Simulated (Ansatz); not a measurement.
Cd₅TeS₄:
```
Cd5TeS4
1.0
   -2.08836     2.08836    14.60546
    2.08836    -2.08836    14.60546
    2.08836     2.08836   -14.60546
Cd Te S
5 1 4
Direct
  0.81029   0.81029   0.00000
  0.18971   0.18971   0.00000
  0.59455   0.59455   0.00000
  0.40545   0.40545   0.00000
  0.00000   0.00000   0.00000
  0.75000   0.25000   0.50000
  0.14202   0.64202   0.50000
  0.35798   0.85798   0.50000
  0.54729   0.04729   0.50000
  0.95271   0.45271   0.50000
```

This is the LDA-relaxed structure.

Q: All from DFT-LDA in the program Ansatz with PAW potentials, unless another level is named. Predict the band gap.

A: 0.41 eV (smallest direct gap 0.41 eV).

Q: Next, the electron effective mass?

A: 0.068, 0.068, 0.086 mₑ (principal values).

Q: Next, the formation energy from the elements (no fitted shifts)?

A: -0.56 eV/atom.

Q: What about the weight of the valence-edge state by species (Voronoi cells)?

A: Te 76 %, Cd 23 %.

Q: Next, the weight of the conduction-edge state by species (Voronoi cells)?

A: Cd 62 %, S 32 %, Te 5 %.

Q: Predict the conduction-band minimum.

A: at Γ.

Space group I-4m2. The first step of the workflow began from a Materials Project structure, measured or hypothetical; the Crystallography Open Database copy checked does not list it. Whether it is the stable phase at ambient conditions was not checked. Symmetry was held in the LDA relaxation; its stability against distortions is not shown here. The references are the lowest solids computed at this level, not always the standard phases. Spin–orbit coupling is left out wherever it is not named.

Potentials: the later of the program's two PAW sets.
